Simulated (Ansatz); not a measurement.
Si2W:
Space group I4/mmm (No. 139); a = b = 3.229 Å, c = 7.868 Å, α = β = γ = 90.00°

```
atom  site  symmetry       x       y       z
----  ----  --------  ------  ------  ------
Si      4e       4mm  0.0000  0.0000  0.3346
W       2a     4/mmm  0.0000  0.0000  0.0000
```
(The calculation used a cell of 3 atoms; values per cell refer to that cell.)

Relaxed with PBE.

Task: Which orbitals make up the states near the Fermi level in the program Ansatz at the PBE level (PAW)?

Result: Within 0.5 eV of the Fermi level: W 5d 69 %, Si 3p 21 %, Si 3s 6 %. Projections are on Löwdin-orthogonalised atomic valence shells; empty p or d shells of many metals are not among them.

Task: Tabulate the density of states.

Result: States/eV per cell of 3 atoms, in 0.25 eV bins, energy from the Fermi level.

| E (eV) | total | W 5d | Si 3p | Si 3s |
|---|---|---|---|---|
| -7.85 | 0.60 | 0.16 | 0.21 | 0.22 |
| -7.60 | 0.61 | 0.15 | 0.24 | 0.18 |
| -7.35 | 0.62 | 0.15 | 0.26 | 0.16 |
| -7.10 | 0.63 | 0.16 | 0.29 | 0.13 |
| -6.85 | 0.66 | 0.16 | 0.33 | 0.10 |
| -6.60 | 0.89 | 0.22 | 0.51 | 0.09 |
| -6.35 | 1.28 | 0.31 | 0.80 | 0.08 |
| -6.10 | 1.21 | 0.28 | 0.78 | 0.07 |
| -5.85 | 1.05 | 0.25 | 0.65 | 0.07 |
| -5.60 | 1.11 | 0.30 | 0.63 | 0.10 |
| -5.35 | 0.94 | 0.26 | 0.50 | 0.13 |
| -5.10 | 0.68 | 0.19 | 0.33 | 0.12 |
| -4.85 | 0.91 | 0.27 | 0.44 | 0.13 |
| -4.60 | 1.07 | 0.36 | 0.46 | 0.15 |
| -4.35 | 1.46 | 0.56 | 0.56 | 0.19 |
| -4.10 | 1.49 | 0.62 | 0.55 | 0.18 |
| -3.85 | 1.23 | 0.57 | 0.44 | 0.13 |
| -3.60 | 1.46 | 0.67 | 0.53 | 0.16 |
| -3.35 | 1.76 | 0.87 | 0.61 | 0.18 |
| -3.10 | 1.92 | 1.03 | 0.66 | 0.15 |
| -2.85 | 3.30 | 1.81 | 1.19 | 0.16 |
| -2.60 | 4.56 | 2.55 | 1.67 | 0.16 |
| -2.35 | 4.59 | 2.30 | 1.97 | 0.13 |
| -2.10 | 2.10 | 1.09 | 0.85 | 0.08 |
| -1.85 | 1.42 | 0.74 | 0.57 | 0.06 |
| -1.60 | 1.08 | 0.66 | 0.33 | 0.05 |
| -1.35 | 0.90 | 0.60 | 0.24 | 0.04 |
| -1.10 | 0.82 | 0.57 | 0.19 | 0.03 |
| -0.85 | 0.79 | 0.60 | 0.14 | 0.02 |
| -0.60 | 0.85 | 0.71 | 0.10 | 0.01 |
| -0.35 | 0.71 | 0.60 | 0.08 | 0.00 |
| -0.10 | 0.24 | 0.16 | 0.07 | 0.00 |
| 0.15 | 0.26 | 0.16 | 0.08 | 0.01 |
| 0.40 | 0.62 | 0.31 | 0.17 | 0.11 |
| 0.65 | 0.64 | 0.31 | 0.20 | 0.11 |
| 0.90 | 0.80 | 0.39 | 0.25 | 0.11 |
| 1.15 | 0.96 | 0.47 | 0.30 | 0.13 |
| 1.40 | 1.28 | 0.59 | 0.38 | 0.20 |
| 1.65 | 1.52 | 0.72 | 0.41 | 0.23 |
| 1.90 | 1.85 | 0.87 | 0.46 | 0.25 |
| 2.15 | 2.23 | 1.07 | 0.57 | 0.33 |
| 2.40 | 2.76 | 1.34 | 0.66 | 0.39 |
| 2.65 | 2.52 | 1.24 | 0.61 | 0.34 |
| 2.90 | 2.15 | 0.96 | 0.50 | 0.22 |
| 3.15 | 1.77 | 0.67 | 0.40 | 0.19 |
| 3.40 | 1.61 | 0.51 | 0.41 | 0.19 |
| 3.65 | 1.54 | 0.47 | 0.43 | 0.20 |
| 3.90 | 1.94 | 0.65 | 0.55 | 0.24 |
| 4.15 | 2.27 | 0.73 | 0.68 | 0.27 |
| 4.40 | 2.67 | 0.75 | 0.88 | 0.33 |
| 4.65 | 1.78 | 0.43 | 0.69 | 0.17 |

Symmetry was held in the PBE relaxation. The run is not spin-polarised. Spin–orbit coupling is left out wherever it is not named.

Potentials: the earlier of the program's two PAW sets.
